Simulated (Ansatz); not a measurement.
Pressure against volume: MnHg

```cif
data_structure
_symmetry_space_group_name_H-M 'P 1'
_symmetry_Int_Tables_number 1
_cell_length_a 3.3150
_cell_length_b 3.3150
_cell_length_c 3.3150
_cell_angle_alpha 90.000
_cell_angle_beta 90.000
_cell_angle_gamma 90.000
_cell_volume 36.43
loop_
_atom_site_label
_atom_site_type_symbol
_atom_site_fract_x
_atom_site_fract_y
_atom_site_fract_z
_atom_site_occupancy
Mn1 Mn 0.50000 0.50000 0.50000 1
Hg1 Hg 0.00000 0.00000 0.00000 1
```

The runs use the primitive cell with vectors (3.315, 0.000, 0.000), (0.000, 3.315, 0.000), (0.000, 0.000, 3.315) Å, to which the k mesh refers.

The cell is COD entry 1522376, as deposited and not checked against the literature; nothing was relaxed.

Other magnetic orders may lie lower; this is the state that the run reached.

No spin–orbit coupling, which matters for the heavy atoms here.

Levels of theory: DFT, PBE, all-electron LAPW, scalar-relativistic (Ansatz 0.2.0); DFT, PBE, PAW with Ansatz's default frozen-core files, scalar-relativistic (Ansatz 0.2.0).

For LAPW: a Γ-centred 10×10×10 k mesh, Fermi–Dirac smearing of 0.08 eV, basis error target 0.25 meV/atom, spin-polarised from start moments Mn1 4 μB. PAW takes a cutoff of 420 eV at this cell. The Ansatz runs share mesh, smearing and spin set-up. Plane-wave (PAW) pressures include the program's estimate of the Pulay term.

The cell above is scaled evenly, with fractional coordinates and shape held.

| V/V(cell) | V (Å³/atom) | P, LAPW (GPa) | P, PAW (GPa) | moment, LAPW (μB) |
| --- | --- | --- | --- | --- |
| 0.9405 | 17.131 | 5.90 | 5.88 | 3.77 |
| 0.9700 | 17.668 | 2.79 | 2.78 | 3.83 |
| 1.0000 | 18.215 | 0.32 | 0.30 | 3.90 |
| 1.0300 | 18.761 | ? | ? | ? |
| 1.0600 | 19.308 | -3.41 | -3.42 | 4.02 |

Task: Fill in the row V/V(cell) = 1.0300.

Result: P, LAPW (GPa) = -1.71, P, PAW (GPa) = -1.72, moment, LAPW (μB) = 3.96.

Task: What do Birch–Murnaghan fits to the pressures give?

Result: LAPW: V0 = 18.29 Å³/atom, B0 = 74 GPa, B0′ = 6.0; PAW: V0 = 18.29 Å³/atom, B0 = 74 GPa, B0′ = 6.0.

PAW's V0 lies -0.02 % from the all-electron value and its B0 0.0 %. Symmetry fixes shape and coordinates here, so this is the relaxed modulus.
